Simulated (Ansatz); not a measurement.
**P: from a starting cell to a relaxed one**

The start is a generated cell, P built in the AFLOW prototype A_cI16_206_c (as in Si). Cell shape, volume and atoms are optimised at zero target pressure with PBEsol (plane waves to 420 eV, PAW, scalar-relativistic; Ansatz, a program for electronic structure). First-step values are on the input's coarse k-mesh.

Ansatz input (later rounds restart from its end on a renewed k-mesh):
Ansatz 0.2 input:
```yaml
crystal:
  lattice:
    - [-3.0997573, 3.0997573, 3.0997573]
    - [3.0997573, -3.0997573, 3.0997573]
    - [3.0997573, 3.0997573, -3.0997573]
  atoms:
    - { symbol: P, position: [0.2998, 0.2998, 0.2998] }
    - { symbol: P, position: [0.5, 0, 0.2002] }
    - { symbol: P, position: [0, 0.2002, 0.5] }
    - { symbol: P, position: [0.2002, 0.5, 0] }
    - { symbol: P, position: [0.7002, 0.7002, 0.7002] }
    - { symbol: P, position: [0.5, 0, 0.7998] }
    - { symbol: P, position: [0, 0.7998, 0.5] }
    - { symbol: P, position: [0.7998, 0.5, 0] }
basis: { ecutwfc: 420, ecutrho_ratio: 4, xc_grid: 2, fft_grid_basis: typed }
kpoints: { mp_grid: { grid: [5, 5, 5] } }
hamiltonian:
  xc: pbesol
  dispersion: none
  pseudopotentials: { kind: paw }
scf: { occupations: { method: fermi_dirac, width: 0.05 } }
relax: { f_tol: 0.01, max_steps: 100, cell: { stress_tol: 0.02 } }
output: { forces: true, stress: true }
```

What pressure does the first self-consistent step give?

+14 GPa (positive: the cell is compressed).

What is the largest force in the starting geometry, and on which atom (counted from 1)?

About 0.8 eV/Å, on P1, P2, P3, P4, P5, P6, P7, P8 (atoms numbered as listed).

By how much does the energy per atom fall from start to end?

0.10 eV/atom.

How do the shortest distances between atoms change?

The closest pairs of elements (up to four, under 3.6 Å), start → end: P–P 2.15 → 2.30 Å.

Is the relaxed structure metallic? Give its gap.

No gap (metallic).

Give the final cell and atomic positions.


Space group Ia-3 (No. 206); a = 6.5049 Å, b = 6.5049 Å, c = 6.5049 Å, α = 90.00°, β = 90.00°, γ = 90.00°

| atom | site | symmetry | x | y | z |
|---|---|---|---|---|---|
| P | 16c | .3. | 0.1479 | 0.1479 | 0.1479 |
(The calculation used a cell of 8 atoms; values per cell refer to that cell.)

The space group stays Ia-3 (No. 206) (the run could not lower it); the end is AFLOW prototype A_cI16_206_c (as in Si), with 8 atoms in the primitive cell. Final values are on a 10×10×10 k-mesh of the relaxed cell. No spin polarisation in the result.

The run could not lower the symmetry of its start; a shaken copy of this end point relaxes with PBEsol to P1 (No. 1), 0.26 eV/atom lower.

The relaxed structure here is a generated cell of P: the first start was made by placing the elements on the sites of a structure type, and the end was not matched to a known phase here, so it may be hypothetical. Known forms of P include space group No. 64.
